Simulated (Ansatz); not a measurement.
EuBe4, before and after

The guess for EuBe4 was made by a generator: random cell by space group and Wyckoff sites (Pm-3m, No. 221). The dimensions are guesses.

start.xyz

```xyz
5
Lattice="5.0383 0.0000 0.0000 0.0000 5.0383 0.0000 0.0000 0.0000 5.0383" Properties=species:S:1:pos:R:3 pbc="T T T"
Eu    0.0000    0.0000    0.0000
Be    0.0000    2.5192    2.5192
Be    2.5192    0.0000    2.5192
Be    2.5192    2.5192    0.0000
Be    2.5192    2.5192    2.5192
```

Computed with DFT PBE, scalar-relativistic, plane waves, PAW in Ansatz. Cutoff 420 eV, Gaussian smearing, Γ-centred meshes. Cell and atoms relax first on a coarse mesh and then on a finer one. In between, the cell is made exact in the group found at 0.06 Å. In metals the finer mesh still leaves noise of several meV/atom or more. The steps can't lower the symmetry of their start. Collinear spin, starting moments Eu 7.0 μB.

end.xyz

```xyz
5
Lattice="4.0928 0.0000 0.0000 0.0000 4.0928 0.0000 0.0000 0.0000 4.0928" Properties=species:S:1:pos:R:3 pbc="T T T"
Eu    0.0000    0.0000    0.0000
Be    0.0000    2.0464    2.0464
Be    2.0464    0.0000    2.0464
Be    2.0464    2.0464    0.0000
Be    2.0464    2.0464    2.0464
```

The symmetry stays Pm-3m (No. 221). The volume per atom shrinks by 46.4 %, from 25.6 to 13.7 Å³. The shortest distance goes from 2.52 Å (Be–Be) to 2.05 Å (Be–Be). The energy falls by about 0.81 eV/atom (the start's value is from the coarse mesh).

```json
{"Volume per atom": "13.71 Å³", "Density": "4.55 g/cm³", "Formation energy": "+0.32 eV/atom", "Gap on the 10×10×10 mesh of the 5-atom cell": "0 eV (a metal)", "Net moment per atom": "1.44 μB", "Moment by site": "Eu 6.6 μB"}
```

Formation energies are uncorrected and refer to the elements' standard structures at the same level. A positive value: parting into the elements would lower its energy.

The last run used collinear spin and Gaussian smearing of 0.10 eV. The 4f shell of Eu is treated without a Hubbard U, which places its levels poorly. Another magnetic order may lie lower. Symmetry constrained the relaxation, so the result can be a saddle point. In all, the 3 runs took 67 s on 1 thread of Arm Neoverse V2, on a shared host. Site moments count only spheres around the atoms; the net moment includes the space between them.
